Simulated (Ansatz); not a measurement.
Data:

MgF2 (rutile)

```
MgF2
1.0
    4.69838     0.00000     0.00000
    0.00000     4.69838     0.00000
    0.00000     0.00000     3.09284
Mg F
2 4
Direct
  0.00000   0.00000   0.00000
  0.50000   0.50000   0.50000
  0.30358   0.30358   0.00000
  0.80358   0.19642   0.50000
  0.19642   0.80358   0.50000
  0.69642   0.69642   0.00000
```

The volume is varied about the relaxed value V₀ at fixed cell shape. The atoms relax within the cell's symmetry.

The numbers are results of PBE (plane waves to 420 eV, PAW, scalar-relativistic; Ansatz, a program for electronic structure), not measurements. k mesh 7×7×11 (Γ-centred), Fermi-Dirac smearing 0.05 eV. Energies are smeared free energies. Stress and pressure are positive under compression. With the shape held, the modulus is that of even scaling; a crystal free to change shape is softer. MgF2 was relaxed with its symmetry unable to fall. ΔE is measured from the relaxed starting cell.

The scan covers V/V₀ from 0.940 to 1.060 in 13 points.

Question: What is the fitted pressure derivative B₀′?

Answer: 4.4.

Question: What bulk modulus at fixed cell shape B₀ follows from a third-order Birch-Murnaghan fit?

Answer: 91.8 GPa.

(Under strain, the slope of the energy per volume gives the stress and its curvature an elastic modulus.)
